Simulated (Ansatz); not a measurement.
Nb2GaC:
Space group P6₃/mmc (No. 194); a = 3.139 Å, b = 3.139 Å, c = 13.552 Å, α = 90.00°, β = 90.00°, γ = 120.00°

```tsv
atom	site	symmetry	x	y	z
Nb	4f	3m.	0.3333	0.6667	0.0901
Ga	2d	-6m2	0.6667	0.3333	0.2500
C	2a	-3m.	0.0000	0.0000	0.0000
```

This is the r²SCAN-relaxed structure.

All from r²SCAN in the plane-wave PAW code Ansatz, unless another level is named. Predict the electronic character.

metallic (no gap).

Give the density of states at the Fermi level.

0.45 states/eV per atom (mean over ±0.08 eV).

And the formation energy from the elements (no fitted shifts)?

-0.60 eV/atom.

Space group P6_3/mmc. The workflow started from a Materials Project entry (that database holds measured and hypothetical structures alike); the Crystallography Open Database copy checked does not list it. Whether it is the stable phase at ambient conditions was not checked. The r²SCAN relaxation kept the symmetry of its start; whether a distortion lowers the energy is not shown. The run is not spin-polarised. The references are the lowest solids computed at this level, not always the standard phases. Spin–orbit coupling is left out wherever it is not named.

Potentials: the earlier of the program's two PAW sets.
